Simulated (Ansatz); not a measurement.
Ti$_{3}$Al (D019 type, space group P6_3/mmc)

```
CELL_PARAMETERS angstrom
      5.75564     0.00000     0.00000
     -2.87782     4.98453     0.00000
      0.00000     0.00000     9.30995
ATOMIC_POSITIONS crystal
  Ti 0.83025 0.66049 0.12500
  Ti 0.83025 0.66049 0.62500
  Ti 0.16975 0.83025 0.37500
  Ti 0.16975 0.83025 0.87500
  Ti 0.33951 0.16975 0.12500
  Ti 0.33951 0.16975 0.62500
  Ti 0.16975 0.33951 0.37500
  Ti 0.16975 0.33951 0.87500
  Ti 0.83025 0.16975 0.12500
  Ti 0.83025 0.16975 0.62500
  Ti 0.66049 0.83025 0.37500
  Ti 0.66049 0.83025 0.87500
  Al 0.33333 0.66667 0.12500
  Al 0.33333 0.66667 0.62500
  Al 0.66667 0.33333 0.37500
  Al 0.66667 0.33333 0.87500
```

The atoms are displaced by Q × the pattern below (from a DFPT mode at A = (0.0, 0.0, 0.5), largest move 1; Q in Å), at fixed cell. It is one choice among 2 degenerate patterns. (q is in reciprocal vectors of the primitive cell; the cell shown is doubled to hold the pattern.)

```json
[
 {"atom": "Ti1", "x": "0.000", "y": "0.321", "z": "-0.020"},
 {"atom": "Ti2", "x": "0.000", "y": "-0.321", "z": "0.020"},
 {"atom": "Ti3", "x": "0.087", "y": "-0.050", "z": "-0.063"},
 {"atom": "Ti4", "x": "-0.087", "y": "0.050", "z": "0.063"},
 {"atom": "Ti5", "x": "-0.278", "y": "-0.160", "z": "-0.020"},
 {"atom": "Ti6", "x": "0.278", "y": "0.160", "z": "0.020"},
 {"atom": "Ti7", "x": "0.000", "y": "0.101", "z": "-0.063"},
 {"atom": "Ti8", "x": "0.000", "y": "-0.101", "z": "0.063"},
 {"atom": "Ti9", "x": "0.278", "y": "-0.160", "z": "-0.020"},
 {"atom": "Ti10", "x": "-0.278", "y": "0.160", "z": "0.020"},
 {"atom": "Ti11", "x": "-0.087", "y": "-0.050", "z": "-0.063"},
 {"atom": "Ti12", "x": "0.087", "y": "0.050", "z": "0.063"},
 {"atom": "Al13", "x": "0.000", "y": "0.000", "z": "0.314"},
 {"atom": "Al14", "x": "0.000", "y": "0.000", "z": "-0.314"},
 {"atom": "Al15", "x": "0.000", "y": "0.000", "z": "1.000"},
 {"atom": "Al16", "x": "0.000", "y": "0.000", "z": "-1.000"}
]
```

The numbers are results of PBE (plane waves to 420 eV, PAW, scalar-relativistic; Ansatz, a first-principles code), not measurements. k mesh 10×10×5 (Γ-centred), Fermi-Dirac smearing 0.05 eV. With partly filled bands, energies and forces of such displacements shift with the k mesh and the smearing. Ti3Al is run without spin polarisation. Ti3Al was relaxed with its symmetry unable to fall.

At one point of the scan the forces (eV/Å) are:

| atom | Fx | Fy | Fz |
|---|---|---|---|
| Ti1 | 0.000 | -0.820 | 0.070 |
| Ti2 | 0.000 | 1.260 | -0.059 |
| Ti3 | -0.287 | 0.166 | 0.197 |
| Ti4 | 0.271 | -0.157 | -0.208 |
| Ti5 | 0.710 | 0.410 | 0.070 |
| Ti6 | -1.092 | -0.630 | -0.059 |
| Ti7 | 0.000 | -0.332 | 0.197 |
| Ti8 | 0.000 | 0.313 | -0.208 |
| Ti9 | -0.710 | 0.410 | 0.070 |
| Ti10 | 1.092 | -0.630 | -0.059 |
| Ti11 | 0.287 | 0.166 | 0.197 |
| Ti12 | -0.271 | -0.157 | -0.208 |
| Al13 | 0.000 | 0.000 | -0.588 |
| Al14 | 0.000 | 0.000 | 0.558 |
| Al15 | 0.000 | 0.000 | -1.899 |
| Al16 | 0.000 | 0.000 | 1.929 |

### Question
Which point is it?
A. Q = 0.187 Å
B. Q = 0.233 Å
C. Q = 0.140 Å
D. Q = 0.093 Å

### Answer
A, Q = 0.187 Å

(A displaced cell: forces are minus the slopes of the energy, force constants its curvatures, and phonons follow from these.)
